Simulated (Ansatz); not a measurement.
Nb2AlB2:
```
CELL_PARAMETERS angstrom
      3.09662     0.00000     0.00000
     -1.54831     2.68175     0.00000
      0.00000     0.00000     7.53428
ATOMIC_POSITIONS crystal
  Nb 0.33333 0.66667 0.70679
  Nb 0.33333 0.66667 0.29321
  Al 0.00000 0.00000 0.00000
  B  0.00000 0.00000 0.50000
  B  0.66667 0.33333 0.50000
```

Relaxed with PBEsol. Special points in fractions of this cell's reciprocal vectors: Γ (0.000, 0.000, 0.000); M (0.500, 0.000, 0.000); K (0.333, 0.333, 0.000); A (0.000, 0.000, 0.500); L (0.500, 0.000, 0.500); H (0.333, 0.333, 0.500).

Problem. List the band energies nearest the Fermi level at these points for the program Ansatz at the PBEsol with spin–orbit coupling level (PAW).

Solution. In eV from the Fermi level; about four levels below and three above (degenerate sets whole), none deeper than 8.9 eV; points with the same levels are listed once.

```
k                    below                above
-  -----------------------  -------------------
Γ  -0.26 -0.26 -0.15 -0.15  1.26 1.26 2.06 2.06
M  -3.03 -3.03 -0.89 -0.89  1.17 1.17 1.57 1.57
K  -1.74 -1.72 -0.97 -0.93       1.27 1.36 1.55
A  -0.28 -0.28 -0.17 -0.17  1.10 1.10 1.89 1.89
L  -2.82 -2.82 -1.27 -1.27  0.81 0.81 1.10 1.10
H  -2.06 -2.04 -1.33 -1.30       1.37 1.37 2.86
```

Space group P-6m2. The start of the workflow was typed in or built on a structure type; neither database checked (COD, Materials Project) lists it. Its standing as an ambient phase is unchecked. The cell was relaxed with PBEsol under the symmetry of its start; its stability against distortions is not shown here. The run is not spin-polarised.

Potentials: the earlier of the program's two PAW sets. The files were generated under PBE; for other functionals the program regenerates the frozen cores, and for LDA and PBEsol the local potential too.
